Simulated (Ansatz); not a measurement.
GaAs in space group P4_2/mnm (No. 136; Ga on 4g, As on 4f), DFT-PBEsol in the program Ansatz with PAW potentials, all energies at zero smearing, with the estimated change up to a 700 eV cutoff added, with one set of potentials and settings (totals compare only within such a set). Cell of 8 atoms (4 Ga, 4 As): -34226.791 eV.

```
element            reference phase  E (eV/atom)
-------  -------------------------  -----------
Ga       Cmce, 4 atoms in the cell   -3743.2031
As       R-3m, 2 atoms in the cell   -4813.0241
```

Formation energy per atom, worked out: (-34226.791 − 4×(-3743.2031) − 4×(-4813.0241))/8 = -0.235 eV/atom (-23 kJ per mol of atoms), at 0 K, without zero-point energy or fitted corrections.

The start of the workflow was typed in or built on a structure type; neither database checked (COD, Materials Project) lists it. It is not the phase usual at ambient conditions (space group No. 216). Symmetry was held in the PBEsol relaxation; of distortions, only those at the zone centre were tested. The volume moved by 16 % from the start of the relaxation. The references are the lowest solids computed at this level, not always the standard phases.

Potentials: the later of the program's two PAW sets.
